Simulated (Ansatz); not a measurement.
Relaxed candidate structures of ScAl3:

**A**
```
CELL_PARAMETERS angstrom
      4.81415    -2.07027     0.00000
      4.81415     2.07027     0.00000
     -4.20105     0.00000     7.13006
ATOMIC_POSITIONS crystal
  Al 0.52412 0.52412 0.83362
  Al 0.83839 0.83839 0.61164
  Al 0.47587 0.47587 0.16638
  Al 0.16161 0.16161 0.38836
  Al 0.00000 0.00000 0.00000
  Al 0.50000 0.50000 0.50000
  Sc 0.20020 0.20020 0.78184
  Sc 0.79980 0.79980 0.21816
```

**B**
```xyz
8
Lattice="5.2615 0.0000 0.0000 0.0000 5.2615 0.0000 0.0000 0.0000 5.2615" Properties=species:S:1:pos:R:3 pbc="T T T"
Al     1.3154     0.0000     2.6307
Al     3.9461     0.0000     2.6307
Al     0.0000     2.6307     1.3154
Al     0.0000     2.6307     3.9461
Al     2.6307     1.3154     0.0000
Al     2.6307     3.9461     0.0000
Sc     0.0000     0.0000     0.0000
Sc     2.6307     2.6307     2.6307
```

**C**
```cif
data_Al3Sc
_chemical_formula_sum 'Al3 Sc1'
_space_group_name_H-M_alt 'P 1'
_space_group_IT_number 1
_cell_length_a 5.20233
_cell_length_b 5.20233
_cell_length_c 5.20233
_cell_angle_alpha 134.891
_cell_angle_beta 134.891
_cell_angle_gamma 65.700
loop_
_space_group_symop_operation_xyz
  'x, y, z'
loop_
_atom_site_label
_atom_site_type_symbol
_atom_site_fract_x
_atom_site_fract_y
_atom_site_fract_z
_atom_site_occupancy
Al1 Al 0.00000 0.00000 0.00000 1
Al2 Al 0.75000 0.25000 0.50000 1
Al3 Al 0.25000 0.75000 0.50000 1
Sc1 Sc 0.50000 0.50000 0.00000 1
```

**D**
```xyz
8
Lattice="-2.1970 4.1780 4.2949 2.1970 -4.1780 4.2949 2.1970 4.1780 -4.2949" Properties=species:S:1:pos:R:3 pbc="T T T"
Al     2.1970     3.4267    -1.4485
Al     2.1970    -0.7513     1.4485
Al     0.0000     0.7513     5.7434
Al     0.0000     4.9292     2.8464
Al     0.0000     4.1780     0.0000
Al     0.0000     0.0000     0.0000
Sc     2.1970     2.0890     1.0024
Sc     0.0000     2.0890     3.2925
```

**E**
```cif
data_Al6Sc2
_chemical_formula_sum 'Al6 Sc2'
_space_group_name_H-M_alt 'P 1'
_space_group_IT_number 1
_cell_length_a 5.27764
_cell_length_b 5.27764
_cell_length_c 5.27764
_cell_angle_alpha 93.139
_cell_angle_beta 93.139
_cell_angle_gamma 93.139
loop_
_space_group_symop_operation_xyz
  'x, y, z'
loop_
_atom_site_label
_atom_site_type_symbol
_atom_site_fract_x
_atom_site_fract_y
_atom_site_fract_z
_atom_site_occupancy
Al1 Al 0.50000 0.19168 0.80832 1
Al2 Al 0.00000 0.22044 0.77956 1
Al3 Al 0.19168 0.80832 0.50000 1
Al4 Al 0.22044 0.77956 0.00000 1
Al5 Al 0.80832 0.50000 0.19168 1
Al6 Al 0.77956 0.00000 0.22044 1
Sc1 Sc 0.30164 0.30164 0.30164 1
Sc2 Sc 0.69836 0.69836 0.69836 1
```

**F**
```
CELL_PARAMETERS angstrom
      4.07196     0.00000     0.00000
      0.00000     4.07196     0.00000
      0.00000     0.00000     4.07196
ATOMIC_POSITIONS crystal
  Sc 0.00000 0.00000 0.00000
  Al 0.50000 0.00000 0.50000
  Al 0.50000 0.50000 0.00000
  Al 0.00000 0.50000 0.50000
```

Task: Rank these by energy per atom (lowest first), as PBEsol (plane waves to 420 eV, PAW, scalar-relativistic; Ansatz, an electronic-structure program) gives it.

Result: F (reference, the lowest among the structures calculated here), C (+0.10 eV/atom), A (+0.16 eV/atom), E (+0.28 eV/atom), B (+0.32 eV/atom), D (+0.59 eV/atom)

Probably no minimum, since a slightly shaken restart fell lower: Pm-3n, cP8, A15 (Cr3Si type) (by 0.03 eV/atom, to R32); Imma, oI16 (by 0.44 eV/atom, to C2/m). Each run could gain symmetry but not lose that of its start, so entries can be saddle points. From databases, or of a type measured for this composition: Pm-3m, cP4, Cu3Au type; the others are generated cells (placed on structure types, drawn at random, substituted or restacked) that were not matched to a known phase here. Static energies at zero pressure. Each cell has its own k-point mesh; energy differences are given only to the digits this allows. No spin polarisation in the result.
